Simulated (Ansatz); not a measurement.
MgPd:
```
CELL_PARAMETERS angstrom
      3.15659     0.00000     0.00000
      0.00000     3.15659     0.00000
      0.00000     0.00000     3.15659
ATOMIC_POSITIONS crystal
  Pd 0.50000 0.50000 0.50000
  Mg 0.00000 0.00000 0.00000
```

Relaxed with r²SCAN. Special points in fractions of this cell's reciprocal vectors: Γ (0.000, 0.000, 0.000); X (0.000, 0.500, 0.000); M (0.500, 0.500, 0.000); R (0.500, 0.500, 0.500).

List the band energies nearest the Fermi level at these points for DFT-r²SCAN with spin–orbit coupling in the program Ansatz with PAW potentials.

In eV from the Fermi level; about four levels below and three above (degenerate sets whole), none deeper than 8.9 eV; points with the same levels are listed once.

```
k                                below                          above
-  -----------------------------------  -----------------------------
Γ  -2.27 -2.27 -2.27 -2.27 -1.99 -1.99  7.35 7.35 7.69 7.69 7.69 7.69
X              -2.05 -2.05 -0.26 -0.26          8.89 8.89 10.86 10.86
M              -0.36 -0.36 -0.17 -0.17            2.88 2.88 5.68 5.68
R              -1.36 -1.36 -1.36 -1.36  3.31 3.31 3.77 3.77 3.77 3.77
```

Space group Pm-3m (CsCl type). The workflow started from an entry of the Crystallography Open Database (COD). Whether it is the stable phase at ambient conditions was not checked. The cell was relaxed with r²SCAN under the symmetry of its start; whether a distortion lowers the energy is not shown. No spin polarisation was allowed.

Potentials: the later of the program's two PAW sets.
